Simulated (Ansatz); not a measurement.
# PIr: what relativity and spin–orbit coupling change

```yaml
crystal:
  lattice:
    - [0.00000, 2.46480, 2.46480]
    - [2.46480, 0.00000, 2.46480]
    - [2.46480, 2.46480, 0.00000]
  atoms:
    - { symbol: Ir, position: [0.00000, 0.00000, 0.00000] }
    - { symbol: P, position: [0.50000, 0.50000, 0.50000] }
```

Atoms are numbered in the order listed.

The structure comes from a relaxation in the same program, started in the rocksalt type, and has space group Fm-3m. Whether it is a known phase or the ground state wasn't checked.

One fixed cell is solved with PBE by frozen-core PAW in Ansatz 0.2.0 under different relativistic treatments. Pressure is positive in compression.

Numerical set-up: a Γ-centred 13×13×13 k mesh, Fermi–Dirac smearing of 0.05 eV, cutoff 420 eV, no spin polarisation.

Q: One of the runs gave P (GPa) = 1.24, lowest level at Γ above −25 eV, from the valence-band top or, without a gap, the Fermi level (eV) = -13.99. Which setting was it?
A. with spin–orbit coupling
B. scalar-relativistic

A: A. The full set:
```json
{"setting": "scalar-relativistic", "P (GPa)": "0.00", "lowest level at Γ above −25 eV, from the valence-band top or, without a gap, the Fermi level (eV)": "-13.99"}
{"setting": "with spin–orbit coupling", "P (GPa)": "1.24", "lowest level at Γ above −25 eV, from the valence-band top or, without a gap, the Fermi level (eV)": "-13.99"}
```
